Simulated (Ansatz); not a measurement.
Starting cell, Nb (bcc, W type):

```
CELL_PARAMETERS angstrom
     -3.30962     3.30962     3.30962
      1.65481    -1.65481     1.65481
      1.65481     1.65481    -1.65481
ATOMIC_POSITIONS crystal
  Nb 0.00000 0.00000 0.00000
  Nb 0.50000 0.00000 0.00000
```

The atoms are displaced by Q × the pattern below (from a DFPT mode at N = (0.5, 0.0, 0.0), largest move 1; Q in Å), at fixed cell. (q is in reciprocal vectors of the primitive cell; the cell shown is doubled to hold the pattern.)

| atom | x | y | z |
|---|---|---|---|
| Nb1 | 0.000 | -0.707 | -0.707 |
| Nb2 | 0.000 | 0.707 | 0.707 |

The numbers are results of PBE (plane waves to 420 eV, PAW, scalar-relativistic; Ansatz, a program for electronic structure), not measurements. k mesh 10×20×20 (Γ-centred), Fermi-Dirac smearing 0.05 eV. E stands for the smeared free energy. With partly filled bands, energies and forces of such displacements shift with the k mesh and the smearing. Nb is run without spin polarisation. Nb was relaxed with its symmetry unable to fall. The zero of ΔE is the undisplaced structure. The last digit holds for this mesh only.

```tsv
Q (Å)	ΔE (meV/cell)
-0.1000	117.4
-0.0833	withheld
-0.0667	50.0
-0.0500	27.5
-0.0333	12.0
-0.0167	3.0
0.0000	0.0
0.0167	3.0
0.0333	12.0
0.0500	27.5
0.0667	50.0
0.0833	withheld
0.1000	117.4
```

### Question
Fit an even polynomial form (powers 2, 4) to the given rows and predict ΔE at Q = 0.0833.

### Answer
Least squares on the 11 given rows: ΔE = (10800)·Q² + (94530)·Q⁴, in meV/cell with Q in Å; root-mean-square residual 0.07 meV/cell. At 0.0833 the fit gives 79.5 meV/cell; the calculation gives 79.9 meV/cell, so the interpolation is off by -0.4 (-0.5 %). The quadratic term alone would give 74.9 meV/cell.

(A displaced cell: forces are minus the slopes of the energy, force constants its curvatures, and phonons follow from these.)
